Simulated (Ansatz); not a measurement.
**BN: energy along a strain**

BN, P6_3mc, a = 2.554 Å, c = 4.227 Å (as given, not relaxed at this level: -4.7 GPa, forces to 0.02 eV/Å). This isn't the usual stable structure of the compound. Ansatz: r2SCAN, PAW, 500 eV, Γ-centred 12×12×6 mesh on 4 atoms, Gaussian smearing 0.05 eV; no spin polarisation. Cell vectors (Å): 2.554 0.000 0.000; -1.277 2.212 0.000; 0.000 0.000 4.227. The cell is strained by x per cent times the pattern (1 1 0 0 0 0) in the order xx yy zz yz xz xy (engineering shears), with fractional coordinates held. y is the free energy over the start, V0 = 5.969 Å³/atom.

| x (%) | y (meV/atom) |
| --- | --- |
| -2.00 | 10.10 |
| -1.50 | 4.30 |
| -1.00 | 0.73 |
| -0.50 | ? |
| 0.00 | 0.00 |
| 0.50 | 2.67 |
| 1.00 | 7.26 |
| 1.50 | 13.70 |
| 1.75 | 17.58 |
| 2.00 | 21.90 |

Q: Fit y = c1 x + c2 x² + c3 x³ to the other rows, get the stiffness along the pattern, and predict the missing energy.

A: Least squares on the rows shown. y = 3.3690 x + 3.9996 x² − 0.10483 x³. The clamped-ion stiffness p·C·p = 2 × 40.00 eV × 160.2 / 5.969 Å³ = 2147 GPa (second derivative at the start, which stands under stress). At x = -0.50 the fit asked for gives -0.67 meV/atom. The run gave -0.67 meV/atom, the same to the digits shown.